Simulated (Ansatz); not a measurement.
## Rh (Fm-3m): what a change of settings does

```
Rh
1.0
     0.00000    1.89079    1.89079
     1.89079    0.00000    1.89079
     1.89079    1.89079    0.00000
Rh
1
Direct
  0.00000 0.00000 0.00000
```

Unless marked otherwise, the numbers come from PBEsol, PAW on Ansatz 0.2.0's default frozen-core files (fitted under PBE), scalar-relativistic. k mesh 28×28×28, strains of ±0.005, Fermi-Dirac smearing of 0.100 eV, cutoff 420 eV. The cell was relaxed by PAW under this functional.

With these settings the run gives C11 = 465.2, C44 = 208.7 GPa and B_V = 293.2 GPa (relaxed ions).

Question: The run is repeated in the same cell with kpoints.mp_grid.shift from its default to [0.5, 0.5, 0.5]. What moves, and by how much?

Answer: C11: -0.01 %; C44: +0.05 %; B_V: +0.01 %.

Known limits: frozen-core PAW files fitted under PBE, their cores solved anew for the functional of the run; responses of metals move with mesh and smearing; k mesh lowers the symmetry.
